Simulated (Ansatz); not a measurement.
CdGeAs$_{2}$ (chalcopyrite, space group No. 122), DFT-LDA in the program Ansatz with PAW potentials, all energies at zero smearing, with the estimated change up to a 700 eV cutoff added, with one set of potentials and settings (totals compare only within such a set). Cell of 8 atoms (2 Cd, 2 Ge, 4 As): -43762.332 eV.

```csv
element,reference phase,E (eV/atom)
Cd,"P6_3/mmc, 2 atoms in the cell",-8117.8923
Ge,"Fd-3m, 2 atoms in the cell",-4215.7216
As,"R-3m, 2 atoms in the cell",-4773.6736
```

Formation energy per atom, worked out: (-43762.332 − 2×(-8117.8923) − 2×(-4215.7216) − 4×(-4773.6736))/8 = -0.051 eV/atom (-5 kJ per mol of atoms), at 0 K, without zero-point energy or fitted corrections.

Space group I-42d (chalcopyrite). The LDA relaxation kept the symmetry of its start; of distortions, only those at the zone centre were tested. The references are the lowest solids computed at this level, not always the standard phases.

Potentials: the later of the program's two PAW sets.
